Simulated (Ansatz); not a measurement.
Structures of Ti3Sn: which is lowest?

Plane-wave DFT in Ansatz with scalar-relativistic PAW potentials, cutoff 420 eV, Γ-centred meshes chosen by cell and gap, Gaussian smearing with energies taken to zero width. Every cell was relaxed (cell and atoms) in a run of its own, within the symmetry of its start. Functional: PBEsol.

Relaxed structures (starts from databases or built by putting these elements on another compound's sites):
A. Pm-3m, 4 atoms in the computed cell, a = 4.113 Å; sites (symmetry × multiplicity) Ti 4/mm.m × 3, Sn m-3m × 1; start: database
B. P6_3/mmc, 8 atoms in the computed cell, a = 5.839 Å, c = 4.700 Å; sites (symmetry × multiplicity) Ti mm2 × 6, Sn -6m2 × 2; start: database
C. Cmcm, 8 atoms in the computed cell, a = 5.692 Å, b = 10.386 Å, c = 4.691 Å; sites (symmetry × multiplicity) Ti ..m × 8 + m2m × 4, Sn m2m × 4; start: database

Rank them by energy. Could pressure change the order?

```csv
structure,group,E − E(lowest) (meV/atom),V (Å³/atom),gap on mesh (eV)
C,Cmcm,0.0,17.33,0.00
B,P6_3/mmc,4.3,17.35,0.00
A,Pm-3m,39,17.39,0.00
```

C and B are level within the 5 meV/atom that separate runs leave open. The two lowest differ in volume by under 3 %, too little for a first-order estimate of what pressure does to that pair (other pairs aren't weighed here). Other structures may lie lower than all of these, and vibrations aren't counted.